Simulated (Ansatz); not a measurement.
Does relaxation matter for the field gradients of GaP with Se replacing P?

Start: a supercell of GaP (zinc blende type, F-43m) built from a structure deposited in the COD, with all atoms left at the host's positions.

Space group F-43m (No. 216); a = 16.3515 Å.

| site | Wyckoff | site symmetry | x | y | z |
| --- | --- | --- | --- | --- | --- |
| Ga1 | 16e | .3m | 0.4167 | 0.0833 | 0.4167 |
| Ga3 | 24g | 2.mm | 0.7500 | 0.0833 | 0.7500 |
| Ga5 | 48h | ..m | 0.7500 | 0.9167 | 0.5833 |
| Ga14 | 4d | -43m | 0.7500 | 0.7500 | 0.7500 |
| Ga18 | 16e | .3m | 0.0833 | 0.5833 | 0.9167 |
| Se | 4a | -43m | 0.5000 | 0.0000 | 0.5000 |
| P29 | 48h | ..m | 0.6667 | 0.0000 | 0.6667 |
| P32 | 16e | .3m | 0.8333 | 0.8333 | 0.6667 |
| P36 | 16e | .3m | 0.1667 | 0.6667 | 0.8333 |
| P42 | 24f | 2.mm | 0.0000 | 0.6667 | 0.0000 |

One atom of each set is listed; the run and its k-mesh use a cell of 54 atoms with edges of 11.56, 11.56, 11.56 Å.

Level of theory: DFT, PBE, plane waves and PAW, scalar-relativistic, collinear spin, 420 eV cutoff, Γ-centred 2×2×2 k-points, Fermi–Dirac smearing 0.01 eV (Ansatz 0.2.0). Start moments as typed (μB): 1 on each Se, none on the rest.

The largest force at the start is 1.7 eV/Å. Relaxing the ions at fixed cell moves them by 0.148 Å at most (atom 4, Ga) and 0.042 Å rms.

```json
{"site": "Ga1", "moved (Å)": "0.148", "first shell before": "1 Se at 2.36 Å, 3 P at 2.36 Å", "first shell after": "3 P at 2.34 Å, 1 Se at 2.51 Å", "V_zz before (10²¹ V/m²)": "5.13", "η before": "0.00"}
{"site": "Ga3", "moved (Å)": "0.007", "first shell before": "4 P at 2.36 Å", "first shell after": "4 P at 2.36 Å", "V_zz before (10²¹ V/m²)": "0.53", "η before": "0.53"}
{"site": "Ga5", "moved (Å)": "0.011", "first shell before": "4 P at 2.36 Å", "first shell after": "4 P at 2.35–2.36 Å", "V_zz before (10²¹ V/m²)": "-0.15", "η before": "0.89"}
{"site": "Ga18", "moved (Å)": "0.001", "first shell before": "4 P at 2.36 Å", "first shell after": "4 P at 2.36 Å", "V_zz before (10²¹ V/m²)": "-0.034", "η before": "0.00"}
{"site": "Se", "moved (Å)": "0.000", "first shell before": "4 Ga at 2.36 Å", "first shell after": "4 Ga at 2.51 Å", "V_zz before (10²¹ V/m²)": "0.00", "η before": "–"}
{"site": "P29", "moved (Å)": "0.021", "first shell before": "4 Ga at 2.36 Å", "first shell after": "4 Ga at 2.34–2.36 Å", "V_zz before (10²¹ V/m²)": "0.98", "η before": "0.04"}
{"site": "P32", "moved (Å)": "0.000", "first shell before": "4 Ga at 2.36 Å", "first shell after": "4 Ga at 2.36 Å", "V_zz before (10²¹ V/m²)": "-0.13", "η before": "0.00"}
{"site": "P36", "moved (Å)": "0.001", "first shell before": "4 Ga at 2.36 Å", "first shell after": "4 Ga at 2.36 Å", "V_zz before (10²¹ V/m²)": "-0.086", "η before": "0.00"}
{"site": "P42", "moved (Å)": "0.005", "first shell before": "4 Ga at 2.36 Å", "first shell after": "4 Ga at 2.35–2.36 Å", "V_zz before (10²¹ V/m²)": "-0.071", "η before": "0.23"}
```

Task: What are V_zz and η after the relaxation?

Result: 

```csv
site,V_zz after,η after,change of V_zz
Ga1,8.32,0.00,+3.19
Ga3,0.52,0.30,-0.01
Ga5,-0.40,0.52,-0.25
Ga18,-0.051,0.00,-0.02
Se,0.00,–,0.00
P29,0.59,0.04,-0.39
P32,-0.039,0.00,+0.09
P36,-0.024,0.00,+0.06
P42,0.085,0.97,–
```

The largest change of V_zz along a kept axis is on Ga1, from 5.13 to 8.32. In per cent, |V_zz| changes by +62 on Ga (all sites that start above 2). Where |V_zz| stays above 0.1 and the axes keep their order, η moves most on Ga5, from 0.89 to 0.52. On Ga3 V_xx and V_yy change places (or their axes turn by over 50°), so the two values of η hide a larger change. On P42 the largest principal value lies along another axis in the second run, so the two V_zz can't be compared directly. Other sites without a gradient aren't listed.

The defect repeats with the cell of 54 atoms, so it feels its images: sites between two images don't show the values beside a lone defect, and zeros or small values of η there can come from the images' arrangement. The defect cell has no gap above 0.1 eV on its mesh, so the values can hang on the smearing and the k-mesh. The start moments die out, and the run ends without spin.
Before: The neighbours have not yet relaxed around the defect (largest force 1.7 eV/Å), and relaxing can change the values around it severalfold.
After: The relaxation keeps the site symmetry -43m of the start, so the impurity can't leave its site; a distortion that would localise the partly filled state isn't explored.
